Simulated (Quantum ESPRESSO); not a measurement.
pw.x input (Quantum ESPRESSO 7.5; PBEsol, PseudoDojo standard norm-conserving files, scalar-relativistic):

```
&CONTROL
  calculation = 'scf'
  pseudo_dir = './pseudo'
  outdir = './out'
  tprnfor = .true.
  tstress = .true.
/
&SYSTEM
  ibrav = 0
  nat = 3
  ntyp = 2
  ecutwfc = 84.0
  ecutrho = 336.0
  occupations = 'smearing'
  smearing = 'fd'
  degauss = 0.005
  nbnd = 19
/
&ELECTRONS
  conv_thr = 3e-10
/
ATOMIC_SPECIES
O 15.9990 O.upf
Ti 47.8670 Ti.upf
CELL_PARAMETERS angstrom
  2.954079859000   0.000000000000   0.000000000000
 -1.477039930000   2.558308203000   0.000000000000
  0.000000000000   0.000000000000   4.822340000000
ATOMIC_POSITIONS crystal
O   0.000000000000   0.000000000000   0.000000000000
Ti   0.333333333000   0.666666667000   0.730050000000
Ti   0.666666667000   0.333333333000   0.269950000000
K_POINTS automatic
18 18 10 0 0 0
```

End of the output:

```
     total energy              =    -270.43167456 Ry
     estimated scf accuracy    <       0.00000004 Ry
     total energy              =    -270.43167464 Ry
     estimated scf accuracy    <       0.00000005 Ry
     total energy              =    -270.43167465 Ry
     estimated scf accuracy    <          3.1E-10 Ry
[...]
     the Fermi energy is    15.1916 ev
!    total energy              =    -270.43167465 Ry
     estimated scf accuracy    <          1.7E-10 Ry
     smearing contrib. (-TS)   =      -0.00116671 Ry
     internal energy E=F+TS    =    -270.43050794 Ry
     The total energy is F=E-TS. E is the sum of the following terms:
     one-electron contribution =     -73.52500742 Ry
     hartree contribution      =      51.24419618 Ry
     xc contribution           =     -42.94317525 Ry
     ewald contribution        =    -205.20652144 Ry
     convergence has been achieved in  11 iterations
     Forces acting on atoms (cartesian axes, Ry/au):
     atom    1 type  1   force =     0.00000000    0.00000000    0.00000000
     atom    2 type  2   force =    -0.00000000   -0.00000000    0.01831560
     atom    3 type  2   force =    -0.00000000   -0.00000000   -0.01831560
     Total force =     0.025902     Total SCF correction =     0.000063
     Computing stress (Cartesian axis) and pressure
          total   stress  (Ry/bohr**3)                   (kbar)     P=      -48.96
  -0.00028126  -0.00000000   0.00000000          -41.38       -0.00        0.00
  -0.00000000  -0.00028126   0.00000000           -0.00      -41.38        0.00
   0.00000000   0.00000000  -0.00043592            0.00        0.00      -64.13
```

Geometry of the Materials Project entry, not relaxed at this level.
